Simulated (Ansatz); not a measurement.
The cell below belongs to a search over invented structures; it isn't taken from experiment.

Input and command of a plane-wave DFT calculation in Ansatz:

```yaml
crystal:
  lattice:
    - [-2.71649585, 2.71649585, 3.47046503]
    - [2.71649585, -2.71649585, 3.47046503]
    - [2.71649585, 2.71649585, -3.47046503]
  atoms:
    - { symbol: Cr, position: [0.30589761, 0.30589761, 0.0], spin: 3.0 }
    - { symbol: Cr, position: [0.69410239, 0.69410239, 0.0], spin: 3.0 }
    - { symbol: Cr, position: [0.0, 0.0, 0.0], spin: 3.0 }
    - { symbol: As, position: [0.75, 0.25, 0.5] }
    - { symbol: As, position: [0.25, 0.75, 0.5] }
basis:
  ecutwfc: 420
kpoints:
  mp_grid: { grid: [4, 4, 4] }
hamiltonian:
  xc: pbe
scf:
  occupations: { method: gaussian, width: 0.2 }
  lower_state_search: "off"
output:
  forces: true
  stress: true
  eigenvalues: true
  populations: true
magnetization:
  spin_polarized: true
relax:
  adjacent_minimum: "off"
  f_tol: 0.08
  max_steps: 16
  cell: { stress_tol: 0.8 }
```

```bash
ansatz run input.yaml --threads 1 --pin off --max-ram 2560MiB --backend cpu --events-out ev --progress --plain --runs-dir out
```

Processor: Arm Neoverse V1, 1 thread, on a host shared with other jobs.

Q: Estimate time, memory and problem size.

A: About 110 s, peak memory 0.45 GiB. It solves 49 bands at 13 k points (after reduction by symmetry) with about 1557 plane waves (on the last cell), in 118 SCF iterations over 10 ionic steps.
